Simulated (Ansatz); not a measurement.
## CdSiN$_{2}$: computed property card

CdSiN2:
```xyz
4
Lattice="1.4488 0.8365 5.9645 -1.4488 0.8365 5.9645 0.0000 -1.6729 5.9645" Properties=species:S:1:pos:R:3 pbc="T T T"
Cd     0.0000     0.0000     8.9467
Si     0.0000     0.0000     0.0000
N      0.0000     0.0000    10.9964
N      0.0000     0.0000     6.8971
```

Space group R-3m (No. 166); conventional cell a = b = 2.8976 Å, c = 17.8934 Å, α = β = 90.00°, γ = 120.00°.

Method: plane-wave PAW r²SCAN+D4 (Ansatz code). The cell and atoms are relaxed at this level. Other levels are named where they apply.

Cell and energy:

- Volume per atom = 10.84 Å³
- Density = 6.45 g/cm³
- Formation energy from the elements (no fitted shifts) = -0.28 eV/atom

Electronic structure:

* **Band gap**: 0.36 eV (indirect)
* **Valence-band maximum**: off the standard path, at k = (0.237, 0.404, 0.404) in fractions of the reciprocal vectors
* **Conduction-band minimum**: at L (3 equivalent valleys)
* **Smallest direct gap on the standard path**: 1.04 eV
* **Hole effective mass**: 0.36, 1.9, 2.4 mₑ (principal values)
* **Hole effective mass with spin–orbit coupling**: 0.36, 1.9, 2.4 mₑ (principal values)
* **HSE06 gap on the r²SCAN+D4 cell**: 0.87 eV
* **Gap with spin–orbit coupling**: 0.36 eV

Charges:

* **Bader charges**: Cd +0.73, Si +3.14, N -1.94 e

The start of the workflow was typed in or built on a structure type; neither database checked (COD, Materials Project) lists it. Whether it is the stable phase at ambient conditions was not checked. The r²SCAN+D4 relaxation kept the symmetry of its start; whether a distortion lowers the energy is not shown. The volume moved by -44 % from the start of the relaxation. The references are the lowest solids computed at this level, not always the standard phases (solids in place of the gases). Spin–orbit coupling is left out wherever it is not named.

Potentials: the later of the program's two PAW sets.
